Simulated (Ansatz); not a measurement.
This cell of Os (fcc, Cu type) is off equilibrium:

```xyz
2
Lattice="0.0000 3.8025 3.8025 1.9012 1.9012 3.8025 1.9012 1.9012 0.0000" Properties=species:S:1:pos:R:3 pbc="T T T"
Os     0.0000     0.0000    -0.1867
Os     0.0000     1.9012     2.0879
```

Computed with LDA (plane waves to 420 eV, PAW, scalar-relativistic; Ansatz, a first-principles code). k mesh 21×21×21 (Γ-centred), Fermi-Dirac smearing 0.05 eV. Stress and pressure are positive under compression. With partly filled bands, energies and forces of such displacements shift with the k mesh and the smearing. Os is run without spin polarisation. Os was relaxed with its symmetry unable to fall. Spin-orbit coupling is left out, though Os is heavy. This is one of several known forms of Os; the measured ambient cells at hand have space group No. 194.

Problem. What forces act on the atoms (eV/Å, Cartesian)?

Solution. 
```
atom     Fx     Fy      Fz
----  -----  -----  ------
Os1   0.000  0.000   4.778
Os2   0.000  0.000  -4.778
```

Problem. Give the stress tensor in GPa and the pressure.

Solution. 
```
   27.2      0.0      0.0
    0.0     27.2      0.0
    0.0      0.0     28.3
```
The pressure, a third of the trace, is 27.5 GPa.

(A displaced cell: forces are minus the slopes of the energy, force constants its curvatures, and phonons follow from these.)
